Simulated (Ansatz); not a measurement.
## Computed energy over volume and axial ratio: HgTe (zinc blende)

HgTe (zinc blende)

```cif
data_Hg4Te4
_chemical_formula_sum 'Te4 Hg4'
_space_group_name_H-M_alt 'F-43m'
_space_group_IT_number 216
_space_group_name_Hall 'F -4 2 3'
_cell_length_a 6.65069
_cell_length_b 6.65069
_cell_length_c 6.65069
_cell_angle_alpha 90.000
_cell_angle_beta 90.000
_cell_angle_gamma 90.000
loop_
_atom_site_label
_atom_site_type_symbol
_atom_site_symmetry_multiplicity
_atom_site_Wyckoff_symbol
_atom_site_fract_x
_atom_site_fract_y
_atom_site_fract_z
_atom_site_occupancy
Te1 Te 4 c 0.25000 0.25000 0.25000 1
Hg1 Hg 4 a 0.00000 0.00000 0.00000 1
```
(The calculation used a cell of 2 atoms; values per cell refer to that cell.)

The relaxed cell is deformed in two ways at once: its volume V is scaled, and at that volume it is stretched along z (the c axis of the conventional cell) so that c/a changes. Fractional atomic positions are held.

Method: PBE (plane waves to 420 eV, PAW, scalar-relativistic; Ansatz, a program for electronic structure). k mesh 12×12×12 (Γ-centred), Fermi-Dirac smearing 0.05 eV. Energies are smeared free energies. Stress and pressure are positive under compression. With partly filled bands, the response to shear is sensitive to the k mesh, so small differences along c/a are uncertain. At this level the bands of HgTe touch or barely overlap. HgTe was relaxed with its symmetry unable to fall. Spin-orbit coupling is left out, though Hg and Te are heavy. The PAW data are Ansatz's earlier set. The relaxed volume of HgTe is well above the measured one; the method has no dispersion term. The zero of ΔE is the relaxed starting cell.

ΔE (kJ/mol of atoms), with V/V₀ across and (c/a)/(c/a)₀ down:

```tsv
(c/a)/(c/a)₀ \ V/V₀	0.920	0.960	1.000	1.040	1.080
0.920	3.4	1.3	0.7	1.3	2.9
0.960	3.0	0.8	0.2	0.7	2.3
1.000	2.9	0.7	0.0	0.6	2.1
1.040	3.0	0.8	0.2	0.7	2.3
1.080	3.4	1.3	0.7	1.3	2.9
```

σzz (GPa), with V/V₀ across and (c/a)/(c/a)₀ down:

```csv
(c/a)/(c/a)₀ \ V/V₀,0.920,0.960,1.000,1.040,1.080
0.920,4.0,2.1,0.6,-0.5,-1.4
0.960,3.8,1.9,0.4,-0.8,-1.8
1.000,3.5,1.6,0.0,-1.2,-2.2
1.040,3.2,1.1,-0.4,-1.7,-2.6
1.080,2.7,0.6,-0.9,-2.2,-3.1
```

Key numbers:

| Quantity | Result |
|---|---|
| Shear modulus C′ = (C11 − C12)/2 (fit, atoms clamped) | 7.4 GPa |
| Lowest place on the grid | V/V₀ = 1.000, (c/a)/(c/a)₀ = 1.000 (0 meV/atom) |
| Highest place on the grid | V/V₀ = 0.920, (c/a)/(c/a)₀ = 1.080 (36 meV/atom) |

The 25 points together took around 13 core-minutes (rough).

(Under strain, the slope of the energy per volume gives the stress and its curvature an elastic modulus.)
